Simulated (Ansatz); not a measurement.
Generalised stacking fault of NaI (rock salt) on the {100} plane. The cell below holds the perfect crystal with the plane normal along z; tilting its third vector by the shift puts one fault into each cell, between planes 3.20 Å apart, at fixed cell height.

```xyz
6
Lattice="4.5273 0.0000 0.0000 0.0000 4.5273 0.0000 2.2637 2.2637 9.6040" Properties=species:S:1:pos:R:3 pbc="T T T"
I      1.8864     1.8864     8.0033
I      1.8864     1.8864     1.6007
I      4.1501     4.1501     4.8020
Na     4.1501     4.1501     8.0033
Na     4.1501     4.1501     1.6007
Na     1.8864     1.8864     4.8020
```

In-plane vectors a = (4.527, 0.000) Å, b = (0.000, 4.527) Å, area 20.50 Å². The shift is s times the vector a (length 4.527 Å), so s = 1 restores the start. The shift is rigid: no atom relaxes. γ = [E(shift) − E(0)] / area.

Calculation: PBEsol (plane waves to 420 eV, PAW, scalar-relativistic; Ansatz, a first-principles code). k mesh 6×6×6 (Γ-centred), Fermi-Dirac smearing 0.05 eV. E is the zero-smearing estimate. Faults lie only 9.6 Å apart, and holding the cell height and the atoms raises γ above its relaxed value. NaI was relaxed with its symmetry unable to fall. Spin-orbit coupling is left out, though I is heavy. γ is measured from zero shift.

```json
[
 {"s": "0.000", "γ (mJ/m²)": "0"},
 {"s": "0.083", "γ (mJ/m²)": "13"},
 {"s": "0.167", "γ (mJ/m²)": "50"},
 {"s": "0.250", "γ (mJ/m²)": "110"},
 {"s": "0.333", "γ (mJ/m²)": "179"},
 {"s": "0.417", "γ (mJ/m²)": "withheld"},
 {"s": "0.500", "γ (mJ/m²)": "258"},
 {"s": "0.583", "γ (mJ/m²)": "withheld"},
 {"s": "0.667", "γ (mJ/m²)": "179"},
 {"s": "0.750", "γ (mJ/m²)": "110"},
 {"s": "0.833", "γ (mJ/m²)": "50"},
 {"s": "0.917", "γ (mJ/m²)": "13"}
]
```

**Question.** Fit a Fourier form (three harmonics of 1 − cos and sin) to the given rows and predict γ at s = 0.583.

**Answer.** Least squares on the 10 given rows: γ = (128.9)·[1 − cos(2πs)] + (-9.6)·[1 − cos(4πs)], in mJ/m²; root-mean-square residual 0.3 mJ/m². At 0.583 the fit gives 236 mJ/m²; the calculation gives 236 mJ/m², the same to the digits shown. 

(The slope of γ gives the shear force per area between the displaced halves; near zero shift its curvature is an elastic stiffness.)
